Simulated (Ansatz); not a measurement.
NbN (rock salt, space group No. 225) at seven volumes, DFT-LDA in the program Ansatz with PAW potentials, scaled uniformly. One row is withheld.

```
V (Å³/atom)  P (GPa)
-----------  -------
9.400          40.57
9.710          24.81
10.020             ?
10.330         -0.01
10.640         -9.72
10.950        -17.98
11.260        -25.00
```

Problem. Fit the shown pressures and predict the withheld one.

Solution. P = (3/2)B₀(x^(7/2) − x^(5/2))[1 + (3/4)(B′ − 4)(x − 1)] with x = (V₀/V)^(2/3). Least squares on the six rows gives V₀ = 10.330 Å³/atom, B₀ = 350 GPa, B′ = 4.37. At V = 10.020, x = 1.0205 and P = 11.40 GPa. The run itself gave 11.40 GPa.

Space group Fm-3m (rock salt). The LDA relaxation kept the symmetry of its start; of distortions, only those at the zone centre were tested. No spin polarisation was allowed.

Potentials: the later of the program's two PAW sets.
